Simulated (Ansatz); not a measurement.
AgI:
```cif
data_AgI
_chemical_formula_sum 'Ag1 I1'
_space_group_name_H-M_alt 'P 1'
_space_group_IT_number 1
_cell_length_a 4.48874
_cell_length_b 4.48874
_cell_length_c 4.48874
_cell_angle_alpha 60.000
_cell_angle_beta 60.000
_cell_angle_gamma 60.000
loop_
_space_group_symop_operation_xyz
  'x, y, z'
loop_
_atom_site_label
_atom_site_type_symbol
_atom_site_fract_x
_atom_site_fract_y
_atom_site_fract_z
_atom_site_occupancy
Ag1 Ag 0.75000 0.75000 0.75000 1
I1 I 0.00000 0.00000 0.00000 1
```

Relaxed with LDA.

Which orbitals make up the states near the band edges in DFT-LDA in the program Ansatz with PAW potentials?

Top 1 eV of the valence band: I 5p 65 %, Ag 4d 32 %. Bottom 1 eV of the conduction band: Ag 5s 66 %, I 5p 16 %, I 5s 14 %. Projections are on Löwdin-orthogonalised atomic valence shells; empty p or d shells of many metals are not among them.

Tabulate the density of states.

States/eV per cell of 2 atoms, in 0.25 eV bins, energy from the valence-band maximum.

```
E (eV)  total  Ag 4d  I 5p  Ag 5s
------  -----  -----  ----  -----
-7.85    0.00   0.00  0.00   0.00
-7.60    0.00   0.00  0.00   0.00
-7.35    0.00   0.00  0.00   0.00
-7.10    0.00   0.00  0.00   0.00
-6.85    0.00   0.00  0.00   0.00
-6.60    0.00   0.00  0.00   0.00
-6.35    0.00   0.00  0.00   0.00
-6.10    0.00   0.00  0.00   0.00
-5.85    0.00   0.00  0.00   0.00
-5.60    0.00   0.00  0.00   0.00
-5.35    0.00   0.00  0.00   0.00
-5.10    0.25   0.08  0.14   0.04
-4.85    4.53   1.78  2.22   0.50
-4.60    8.89   4.69  3.76   0.40
-4.35    8.03   4.43  3.22   0.34
-4.10    2.29   1.29  0.91   0.07
-3.85    0.00   0.00  0.00   0.00
-3.60    1.40   1.38  0.01   0.01
-3.35   14.57  14.22  0.17   0.10
-3.10    3.09   2.74  0.20   0.06
-2.85    1.82   1.39  0.27   0.09
-2.60    0.97   0.65  0.21   0.06
-2.35    1.50   0.75  0.63   0.06
-2.10    2.18   0.97  1.06   0.06
-1.85    2.54   1.05  1.35   0.05
-1.60    2.65   1.02  1.50   0.04
-1.35    2.51   0.90  1.50   0.04
-1.10    2.46   0.83  1.53   0.03
-0.85    2.09   0.68  1.34   0.02
-0.60    1.22   0.39  0.79   0.01
-0.35    0.75   0.24  0.50   0.00
-0.10    0.24   0.08  0.16   0.00
0.15     0.00   0.00  0.00   0.00
0.40     0.00   0.00  0.00   0.00
0.65     0.00   0.00  0.00   0.00
0.90     0.00   0.00  0.00   0.00
1.15     0.00   0.00  0.00   0.00
1.40     0.02   0.00  0.00   0.01
1.65     0.04   0.00  0.01   0.03
1.90     0.07   0.00  0.01   0.05
2.15     0.12   0.00  0.02   0.08
2.40     0.20   0.00  0.04   0.13
2.65     0.52   0.00  0.09   0.32
2.90     0.70   0.00  0.13   0.41
3.15     0.77   0.00  0.15   0.45
3.40     1.23   0.01  0.19   0.55
3.65     1.91   0.02  0.27   0.72
3.90     1.84   0.02  0.31   0.72
4.15     1.09   0.01  0.18   0.39
4.40     1.04   0.01  0.15   0.30
4.65     0.93   0.01  0.09   0.17
4.90     1.29   0.01  0.09   0.15
5.15     2.18   0.01  0.12   0.20
5.40     1.26   0.01  0.04   0.05
5.65     0.76   0.00  0.02   0.01
5.90     1.74   0.01  0.03   0.03
```

Space group F-43m (zinc blende). The cell was relaxed with LDA under the symmetry of its start; phonons on a q-mesh show no instability. The run is not spin-polarised. Scalar-relativistic: spin–orbit coupling is off unless named, which matters more the heavier the elements.

Potentials: the later of the program's two PAW sets.
